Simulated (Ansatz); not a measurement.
## TiHg: strain energy, fitted

TiHg, P4/mmm, a = 2.985 Å, c = 4.109 Å. The structure is a COD entry; whether it is the stable form wasn't checked. Ansatz: r2SCAN, PAW, 500 eV, Γ-centred 14×14×10 mesh on 2 atoms, Gaussian smearing 0.10 eV; no spin polarisation. Series: biaxial strain in the a-b plane, c and atoms relaxed; x is the strain in per cent. y is the free energy over the unstrained cell, V0 = 18.303 Å³/atom.

```tsv
x (%)	y (meV/atom)
-2.0	?
-1.0	1.56
0.0	0.00
1.0	1.65
2.0	5.96
```

Problem. Fit y = c2 x² + c3 x³ to the other rows, turn c2 into a modulus, and predict the missing energy.

Solution. Least squares on the rows shown. y = 1.565 x² − 0.03500 x³. In eV per unit strain² c2 is 15.65; M is the biaxial modulus (E = M V0 ε²): 15.65 × 160.2 / (18.303) = 137 GPa. At x = -2.0 the fit asked for gives 6.54 meV/atom. The run gave 6.72 meV/atom, so the fit is 0.18 meV/atom too low, 2.7 % of the span of the series, against an rms of 0.07 meV/atom on the fitted rows. The row lies outside the fitted range. With a term in x⁴ added, a fit to the same known rows (none to spare) predicts 5.24 meV/atom, further off still.

Spin–orbit coupling is left out, which can shift energies with elements as heavy as these.